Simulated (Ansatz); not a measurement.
Input:

LuBPd₃:
```xyz
5
Lattice="4.2269 0.0000 0.0000 0.0000 4.2269 0.0000 0.0000 0.0000 4.2269" Properties=species:S:1:pos:R:3 pbc="T T T"
Pd     0.0000     2.1134     2.1134
Pd     2.1134     0.0000     2.1134
Pd     2.1134     2.1134     0.0000
Lu     0.0000     0.0000     0.0000
B      2.1134     2.1134     2.1134
```

This is the PBEsol-relaxed structure.

Question: All from PBEsol in the plane-wave PAW code Ansatz, unless another level is named. Give the Young's modulus.

Answer: 66.7 GPa.

Question: What about the highest zone-centre frequency?

Answer: 61.3 meV.

Space group Pm-3m (cubic perovskite). The workflow started from an entry of the Crystallography Open Database (COD). Whether it is the stable phase at ambient conditions was not checked. The PBEsol relaxation kept the symmetry of its start; of distortions, only those at the zone centre were tested. The run is not spin-polarised. Spin–orbit coupling is left out wherever it is not named.

Potentials: the later of the program's two PAW sets.
